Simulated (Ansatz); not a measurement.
Given:

ZnS:
```cif
data_S2Zn2
_chemical_formula_sum 'Zn2 S2'
_space_group_name_H-M_alt 'P 1'
_space_group_IT_number 1
_cell_length_a 3.84516
_cell_length_b 3.84516
_cell_length_c 6.30554
_cell_angle_alpha 90.000
_cell_angle_beta 90.000
_cell_angle_gamma 120.000
loop_
_space_group_symop_operation_xyz
  'x, y, z'
loop_
_atom_site_label
_atom_site_type_symbol
_atom_site_fract_x
_atom_site_fract_y
_atom_site_fract_z
_atom_site_occupancy
Zn1 Zn 0.66667 0.33333 0.99986 1
Zn2 Zn 0.33333 0.66667 0.49986 1
S1 S 0.66667 0.33333 0.62534 1
S2 S 0.33333 0.66667 0.12534 1
```

This is the PBE-relaxed structure.

### Question
All from PBE in the plane-wave PAW code Ansatz, unless another level is named. Predict the Poisson's ratio.

### Answer
0.30.

### Question
What about the zero-point energy?

### Answer
37.8 meV/atom.

### Question
What about the vibrational entropy at 300 K?

### Answer
30.5 J/(K·mol of atoms).

Space group P6_3mc (wurtzite). Symmetry was held in the PBE relaxation; phonons on a q-mesh show no instability.

Potentials: the later of the program's two PAW sets.
